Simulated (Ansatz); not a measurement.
AlNi:
```
AlNi
1.0
    2.86334     0.00000     0.00000
    0.00000     2.86334     0.00000
    0.00000     0.00000     2.86334
Ni Al
1 1
Direct
  0.00000   0.00000   0.00000
  0.50000   0.50000   0.50000
```

Relaxed with r²SCAN.

Tabulate the valence density and the electron localisation function along the shortest Al–Al contact (2.86 Å), r²SCAN (plane waves, PAW; program Ansatz).



| distance from Al (Å) | density (e/Å³) | ELF |
|---|---|---|
| 0.29 | 0.06 | 0.05 |
| 0.43 | 0.07 | 0.01 |
| 0.57 | 0.11 | 0.04 |
| 0.72 | 0.17 | 0.18 |
| 0.86 | 0.21 | 0.37 |
| 1.00 | 0.23 | 0.47 |
| 1.15 | 0.23 | 0.51 |
| 1.29 | 0.23 | 0.52 |
| 1.43 | 0.22 | 0.52 |
| 1.57 | 0.23 | 0.52 |
| 1.72 | 0.23 | 0.51 |
| 1.86 | 0.23 | 0.47 |
| 2.00 | 0.21 | 0.37 |
| 2.15 | 0.17 | 0.18 |
| 2.29 | 0.11 | 0.04 |
| 2.43 | 0.07 | 0.01 |
| 2.58 | 0.06 | 0.05 |

The density is the valence pseudo-density with augmentation charge, so density and ELF within about 1 Å of a nucleus are not all-electron values.

Space group Pm-3m (CsCl type). The cell was relaxed with r²SCAN under the symmetry of its start. The workflow began spin-polarised and lost its moments. The cell computed holds one magnetic atom, so no antiferromagnetic order was within reach.

Potentials: the later of the program's two PAW sets.
